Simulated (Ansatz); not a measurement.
# Computed properties of HfO2

HfO2:
```
HfO2
1.0
    3.22967     0.00000     0.00000
   -1.61483     2.79697     0.00000
    0.00000     0.00000     4.67779
Hf O
1 2
Direct
  0.00000   0.00000   0.00000
  0.33333   0.66667   0.20502
  0.66667   0.33333   0.79498
```

Space group P-3m1 (No. 164), CdI2 type; conventional cell a = 3.230 Å, b = 3.230 Å, c = 4.678 Å, α = 90.00°, β = 90.00°, γ = 120.00°.

Method: DFT-r²SCAN+D4 in the program Ansatz with PAW potentials. The cell and atoms are relaxed at this level. Other levels are named where they apply.

### Cell and energy

- Volume per atom: 14.09 Å³
- Density: 8.27 g/cm³
- Formation energy from the elements (no fitted shifts): -3.49 eV/atom

### Electronic structure

- Band gap: 5.05 eV (indirect)
- Valence-band maximum: on the K–Γ line, 64 % of the way from K
- Conduction-band minimum: at K (2 equivalent valleys)
- Smallest direct gap on the standard path: 5.50 eV
- Electron effective mass: 1.0, 1.2, 1.2 mₑ (principal values)
- Electron effective mass with spin–orbit coupling: 1.0, 1.2, 1.2 mₑ (principal values)
- Hole effective mass: 1.9, 2.4, 3.2 mₑ (principal values)
- Hole effective mass with spin–orbit coupling: 1.9, 2.4, 3.2 mₑ (principal values)
- HSE06 gap on the r²SCAN+D4 cell: 6.23 eV
- Gap with spin–orbit coupling: 5.05 eV

### Mechanics

- Elastic constants (relaxed ions, GPa) = C11 = 379, C12 = 85.3, C13 = 6.6, C14 = -5.9, C33 = 26.1, C44 = 2.6
- Mechanical stability = stable (all eigenvalues of C positive)

### Charges

- Bader charges: Hf +2.69, O -1.35 e

A made-up cell: these elements were put on the sites of a structure type; neither database checked (COD, Materials Project) lists it. It is not the phase usual at ambient conditions (space group No. 14, 29). The cell was relaxed with r²SCAN+D4 under the symmetry of its start; whether a distortion lowers the energy is not shown. No spin polarisation was allowed. The references are the lowest solids computed at this level, not always the standard phases (solids in place of the gases). Scalar-relativistic: spin–orbit coupling is off unless named, which matters more the heavier the elements.

Potentials: the earlier of the program's two PAW sets.
